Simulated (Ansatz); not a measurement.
**Biaxial strain in MgS (Fm-3m)**

```yaml
crystal:
  lattice:
    - [2.60165, 2.60165, 0.00000]
    - [-2.60165, 2.60165, 0.00000]
    - [0.00000, 2.60165, 2.60165]
  atoms:
    - { symbol: Mg, position: [0.00000, 0.00000, 0.00000] }
    - { symbol: S, position: [0.50000, 0.50000, 0.00000] }
```

This cell was relaxed by PAW under r²SCAN. A film on a (001) substrate is mimicked by stretching x and y by ε∥; the length along z and the atoms then relax by PAW (default files of Ansatz 0.2.0, cutoff 500 eV, stress met within about 0.05 GPa). Stress and levels come from r²SCAN, PAW on Ansatz 0.2.0's default frozen-core files (fitted under PBE), scalar-relativistic; k mesh 8×8×8, fixed occupations, cutoff 500 eV. Conduction levels are in eV over the valence top, at fixed fractional wave vectors.

```
ε∥ (%)  ε⊥ (%)  σ∥ (GPa, tension positive)  X ⊥ z  X ∥ z      Γ  L (oblique)  2nd valence level at Γ     3rd
  -2.0   1.200                       -3.86  3.384  3.578  4.796        5.153                  -0.130  -0.130
  -1.0   0.600                       -1.80  3.419  3.512  4.715        5.186                  -0.068  -0.068
  -0.5   0.300                       -0.86  3.440  3.485  4.677        5.201                  -0.034  -0.034
   0.0   0.000                        0.01  3.462  3.462  4.640        5.214                   0.000   0.000
   0.5  -0.300                        0.82  3.451  3.407  4.570        5.191                   0.000  -0.036
   1.0       ?                           ?      ?      ?      ?            ?                       ?       ?
   2.0  -1.126                        2.98  3.418  3.260  4.360        5.111                   0.000  -0.144
```

The last two columns are counted from the highest valence level at Γ.

Problem. How does the film contract along z, and how stiff is it in the plane?

Solution. Quadratic fits through the 6 rows shown have slopes dε⊥/dε∥ = -0.583 and dσ∥/dε∥ = 170.9 GPa at zero strain. Elasticity asks −2C12/C11 = -0.583 and C11 + C12 − 2C12²/C11 = 169.6 GPa, from PAW constants C11 = 151.2, C12 = 44.1 GPa. At the level of the σ∥ column the films keep up to 0.04 GPa along z against the unstrained cell; this and the cubic term, which a quadratic fit over ±2 % leaves out, limit the agreement.

Problem. Which shear deformation potential b does the valence splitting give?

Solution. Without spin-orbit coupling the single level moves against the pair by 3b(ε⊥ − ε∥): 0.0344 eV at ε⊥ − ε∥ = 0.00800 and -0.0356 eV at -0.00800, so b = 1.46 eV.

Problem. And the uniaxial potential of the lowest valleys?

Solution. The valley along z moves against those in the plane by Ξu(ε⊥ − ε∥): from 0.0455 to -0.0435 eV between the two smallest strains, so Ξu = 5.56 eV.

Problem. Fill the row at ε∥ = 1.0 %.

Solution. The fits give ε⊥ = -0.574 % and σ∥ = 1.61 GPa. Computed: ε⊥ (%) = -0.600, σ∥ (GPa, tension positive) = 1.58, X ⊥ z = 3.440, X ∥ z = 3.355, Γ = 4.501, L (oblique) = 5.166, 2nd valence level at Γ = 0.000, 3rd = -0.072. The levels have a kink at zero strain, where another valence state takes the top, so one parabola doesn't fit them.

Problem. What is the slope of the gap under small compression and under small tension?

Solution. dE_g/dε∥ is 45 meV per % on the compressed side and -110 on the stretched side, so the gap falls either way. The lowest conduction level lies at X ⊥ z under the strongest compression and at X ∥ z under the strongest tension.

Keep in mind: frozen-core PAW files fitted under PBE, their cores solved anew for the functional of the run; semilocal gaps are low, and the spacing of valleys can be off by tenths of an eV; levels are read at fixed fractional k, so an edge that moves off these points is missed.
